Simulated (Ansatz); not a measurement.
The elements of this relaxed trial crystal are hidden behind letters.

```
lattice vectors (Å)
   2.7764    0.0000    0.0000
  -1.3882    2.4045    0.0000
   0.0000    0.0000   13.5152
fractional positions
X 0.0000 0.0000 0.2500
X 0.0000 0.0000 0.7500
Z 0.3333 0.6667 0.0879
Z 0.6667 0.3333 0.5879
Z 0.3333 0.6667 0.4121
Z 0.6667 0.3333 0.9121
```

Computed with DFT PBE, scalar-relativistic, plane waves, PAW in Ansatz. Cutoff 420 eV, Γ-centred 18×18×4 mesh (6-atom cell), Gaussian smearing of 0.10 eV, no spin polarisation.

- Space group: P6_3/mmc (No. 194)
- Conventional cell: a = 2.776 Å, c = 13.515 Å
- Volume per atom: 15.04 Å³
- Density: 18.08 g/cm³
- Formation energy: +0.04 eV/atom
- Gap on the 18×18×4 mesh of the 6-atom cell: 0 eV (a metal)

Energies are uncorrected and count from the elements' standard states at the same level.

Q: X is a d-block element of period 5 and Z is a d-block element of period 6. Which elements are they?

A: X = Ru, Z = Pt, so the formula is RuPt2. Density times volume gives a mean mass of 18.08 × 15.04/1.6605 = 163.8 u per atom, and this set has 163.7 u. Around Ru lie 6 Pt at 2.71 Å and 6 Ru at 2.78 Å; Pt has 3 Ru at 2.71 Å and 9 Pt at 2.78–2.87 Å. Other sets within the hints have nearly the same mass, so mass alone doesn't settle it; this one was computed.

Spin–orbit coupling, which can matter for Pt, is left out. A later test with randomly moved atoms came back to the same energy, though modes that don't fit the test's cell weren't probed.
